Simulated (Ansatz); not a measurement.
A geometry of Si₂Ni away from equilibrium: step 3 of the relaxation of a relaxed Si2Ni cell displaced along its unstable phonon at q = (½, ½, 0) of its primitive reciprocal cell (96i cm⁻¹), largest move 0.15 Å. These are PBE (plane waves to 420 eV, PAW, scalar-relativistic; Ansatz, a quantum-chemistry and plane-wave program) values and carry that method's errors. Γ-centred k-mesh 9×9×5 on the run's cell (coarser than for final values), Fermi–Dirac smearing 0.05 eV.

```yaml
crystal:
  lattice:
    - [7.13711, -0.01623, 0.00000]
    - [3.56044, 3.56044, 0.00000]
    - [0.00000, 0.00000, 6.17796]
  atoms:
    - { symbol: Si, position: [0.00000, 0.00000, 0.05825] }
    - { symbol: Si, position: [0.50000, 0.00000, 0.94175] }
    - { symbol: Si, position: [0.00000, 0.50000, 0.00167] }
    - { symbol: Si, position: [0.50000, 0.50000, 0.99833] }
    - { symbol: Si, position: [0.24783, 0.99982, 0.38650] }
    - { symbol: Si, position: [0.75217, 0.00018, 0.38650] }
    - { symbol: Si, position: [0.74783, 0.50451, 0.61350] }
    - { symbol: Si, position: [0.25217, 0.49549, 0.61350] }
    - { symbol: Ni, position: [0.20813, 0.00234, 0.75672] }
    - { symbol: Ni, position: [0.79187, 0.99766, 0.75672] }
    - { symbol: Ni, position: [0.70813, 0.58141, 0.24328] }
    - { symbol: Ni, position: [0.29187, 0.41859, 0.24328] }
```

Q: Predict the force on each atom, in eV/Å.

A: 
| atom | Fx | Fy | Fz |
|---|---|---|---|
| Si1 | 0.00 | 0.00 | 0.39 |
| Si2 | 0.00 | 0.00 | -0.39 |
| Si3 | 0.00 | 0.00 | 0.03 |
| Si4 | 0.00 | 0.00 | -0.03 |
| Si5 | 0.36 | -0.02 | -0.18 |
| Si6 | -0.36 | 0.02 | -0.18 |
| Si7 | 0.02 | -0.36 | 0.18 |
| Si8 | -0.02 | 0.36 | 0.18 |
| Ni9 | -0.30 | 0.01 | -0.01 |
| Ni10 | 0.30 | -0.01 | -0.01 |
| Ni11 | -0.01 | 0.30 | 0.01 |
| Ni12 | 0.01 | -0.30 | 0.01 |

Q: What is the pressure?

A: -1.0 GPa, compression positive.

Q: How much energy per atom can still be gained by relaxing?

A: 0.09 eV/atom; the path ends in Pbcm (No. 57).

No spin polarisation in the result. A magnetic state may lie lower.

The run could not lose the symmetry of its start: the end is stationary, and may be a saddle point rather than a minimum.

The end of the path is a generated cell of Si2Ni: the first start was made by placing the elements on the sites of a structure type, and the end was not matched to a known phase here, so it may be hypothetical. Known forms of Si2Ni include space group No. 225.
